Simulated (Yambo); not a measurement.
**How GW settings move the gap: Li3VS4**

G0W0@LDA for Li3VS4 (space group P-43m, No. 215) in Yambo. Reference settings: 2×2×2 Γ-centred k mesh, bands 5 to 288 and a 7 Ry block in the screening, 288 bands in G with the Bruneval-Gonze terminator, plasmon pole fitted at 27.2 eV. The LDA gap M → Γ on this mesh is 1.84 eV; G0W0 gaps are taken between the same points.

| change from the reference | G0W0 gap M → Γ (eV) | shift of the valence edge (eV) | rough Yambo cost |
|---|---|---|---|
| reference settings | 4.34 | -1.12 | 1 |
| 180 bands in W, 180 bands in G | 4.31 | -1.03 | within a factor of two |
| 180 bands in G | 4.33 | -1.10 | – |
| 128 bands in W | 4.31 | -0.98 | within a factor of two |
| 3 Ry block | 4.43 | -0.86 | within a factor of two |
| 6 Ry block | 4.34 | -1.08 | within a factor of two |
| no random integration | 4.27 | -0.92 | – |
| 102 bands in G, no terminator | 4.50 | -0.66 | – |

The reference isn't shown to be the converged limit. Costs are rough (shared machines), scaled to the same edge states, and given only for runs that recompute the screening.

The 3d shell has no Hubbard U; the runs are without spin polarisation, and magnetic order was not tried.

Geometry of the Materials Project entry, not relaxed at this level; primitive cell a = b = c = 5.933 Å, α = β = γ = 90.00°.

The structure is a Materials Project entry; no match was found in the copy of COD used, and its stability was not checked.

A shift is the quasiparticle energy of the state minus its LDA energy.
